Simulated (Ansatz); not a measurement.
Ba2NaReO6:
```yaml
crystal:
  lattice:
    - [0.00000, 4.12322, 4.12322]
    - [4.12322, 0.00000, 4.12322]
    - [4.12322, 4.12322, 0.00000]
  atoms:
    - { symbol: Na, position: [0.00000, 0.00000, 0.00000] }
    - { symbol: Ba, position: [0.75000, 0.75000, 0.75000] }
    - { symbol: Ba, position: [0.25000, 0.25000, 0.25000] }
    - { symbol: Re, position: [0.50000, 0.50000, 0.50000] }
    - { symbol: O, position: [0.72741, 0.72741, 0.27259] }
    - { symbol: O, position: [0.27259, 0.27259, 0.72741] }
    - { symbol: O, position: [0.27259, 0.72741, 0.72741] }
    - { symbol: O, position: [0.72741, 0.27259, 0.27259] }
    - { symbol: O, position: [0.72741, 0.27259, 0.72741] }
    - { symbol: O, position: [0.27259, 0.72741, 0.27259] }
```

PBEsol in the plane-wave PAW code Ansatz gives a gap of 2.02 eV without spin–orbit coupling, maximum at Γ, minimum at X.

What happens when spin–orbit coupling is switched on?

The gap drops by 0.02 eV, to 2.00 eV; maximum at Γ, minimum at X.

How large is the spin–orbit splitting of the valence top at Γ?

The fourfold level lies 0.02 eV above the split-off pair.

Give the electron effective mass with spin–orbit coupling.

0.81, 0.81, 1.7 mₑ (principal values).

Give the hole effective mass with spin–orbit coupling, band 1 of 2 at the edge.

4.0 along [100], 3.2 along [110], 2.8 along [111] (mₑ).

Give the hole effective mass with spin–orbit coupling, band 2 of 2 at the edge.

2.0 along [100], 2.3 along [110], 2.5 along [111] (mₑ).

Space group Fm-3m. The workflow started from a Materials Project entry (that database holds measured and hypothetical structures alike); the Crystallography Open Database files this formula in space group No. 225, but the cells were not matched. Whether it is the stable phase at ambient conditions was not checked. Symmetry was held in the PBEsol relaxation; whether a distortion lowers the energy is not shown. The run is not spin-polarised.

Potentials: the later of the program's two PAW sets.
